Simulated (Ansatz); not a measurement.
Relaxed candidate structures of Cu3Sn:

A. Pmma (No. 51), oP8; a = 4.057 Å, b = 2.924 Å, c = 10.182 Å, α = 90.00°, β = 90.00°, γ = 90.00°; Cu 2e (0.250, 0.000, 0.731); Sn 2f (0.250, 0.500, 0.369); Cu 2e (0.250, 0.000, 0.120); Cu 2f (0.750, 0.500, 0.076)

B. Pmmn, origin choice 1 (No. 59), oP8; a = 4.264 Å, b = 5.426 Å, c = 4.776 Å, α = β = γ = 90.00°; Cu 2b (0.500, 0.000, 0.299); Cu 4e (0.000, 0.247, 0.155); Sn 2a (0.000, 0.000, 0.656)

**Question.** Rank these by energy per atom (lowest first), as PBEsol (plane waves to 420 eV, PAW, scalar-relativistic; Ansatz, a quantum-chemistry and plane-wave program) gives it.

**Answer.** B (reference, the lowest of the structures calculated here), A (+0.13 eV/atom)

Each run could gain symmetry but not lose that of its start, so entries can be saddle points. From databases, or of a type measured for this composition: Pmmn, oP8; the others are generated cells (placed on structure types, drawn at random, substituted or restacked) that were not matched to a known phase here. Static energies at zero pressure. The runs use different k-meshes, so differences are rounded accordingly. No spin polarisation in the result.
